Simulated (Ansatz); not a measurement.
A: WSi$_{2}$ (MoSi2 type, space group I4/mmm), a = b = 3.2294 Å, c = 7.8677 Å, α = β = γ = 90.00°
B: CdS (wurtzite), a = b = 4.1966 Å, c = 6.8302 Å, α = β = 90.00°, γ = 120.00°
C: GaN (wurtzite), a = b = 3.219 Å, c = 5.244 Å, α = β = 90.00°, γ = 120.00°
D: Ti3Al (D019 type, space group P6_3/mmc), a = 5.7553 Å, b = 5.7553 Å, c = 4.6546 Å, α = 90.00°, β = 90.00°, γ = 120.00°

Scan: energy against volume (even scaling of the relaxed cell, symmetry kept). All come from one method, each on a k mesh of its own. All were relaxed with their symmetry unable to fall. Spin-orbit coupling is left out. The PAW data are Ansatz's earlier set. Ti3Al is run without spin polarisation. WSi2 is run without spin polarisation.

Problem. Rank these by bulk modulus at fixed cell shape (fitted) (highest first), as PBE (plane waves to 420 eV, PAW, scalar-relativistic; Ansatz, a quantum-chemistry and plane-wave program) gives it.

Solution. A (218 GPa), C (172 GPa), D (115 GPa), B (53.1 GPa)

(Under strain, the slope of the energy per volume gives the stress and its curvature an elastic modulus.)
